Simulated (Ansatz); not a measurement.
Given:

AgI:
```cif
data_Ag4I4
_chemical_formula_sum 'Ag4 I4'
_space_group_name_H-M_alt 'F-43m'
_space_group_IT_number 216
_space_group_name_Hall 'F -4 2 3'
_cell_length_a 6.45004
_cell_length_b 6.45004
_cell_length_c 6.45004
_cell_angle_alpha 90.000
_cell_angle_beta 90.000
_cell_angle_gamma 90.000
loop_
_atom_site_label
_atom_site_type_symbol
_atom_site_symmetry_multiplicity
_atom_site_Wyckoff_symbol
_atom_site_fract_x
_atom_site_fract_y
_atom_site_fract_z
_atom_site_occupancy
Ag1 Ag 4 a 0.00000 0.00000 0.00000 1
I1 I 4 d 0.75000 0.75000 0.75000 1
```
(The calculation used a cell of 2 atoms; values per cell refer to that cell.)

This is the PBEsol-relaxed structure.

### Question
All from plane-wave PAW PBEsol (Ansatz code), unless another level is named. Give the formation energy from the elements (no fitted shifts).

### Answer
-0.19 eV/atom.

### Question
Predict the hole effective mass, band 1 of 3 at the edge.

### Answer
0.68 along [100], 2.7 along [110], 1.4 along [111] (mₑ).

### Question
What about the electron effective mass?

### Answer
0.15 mₑ (isotropic).

### Question
Predict the valence-band maximum.

### Answer
at Γ.

The PBEsol relaxation kept the symmetry of its start. No spin polarisation was allowed. The references are the lowest solids computed at this level, not always the standard phases. Scalar-relativistic: spin–orbit coupling is off unless named, which matters more the heavier the elements.

Potentials: the earlier of the program's two PAW sets. The files were generated under PBE; for other functionals the program regenerates the frozen cores, and for LDA and PBEsol the local potential too.

Edges and masses are those of Kohn–Sham bands, whose gap is no quasiparticle gap.
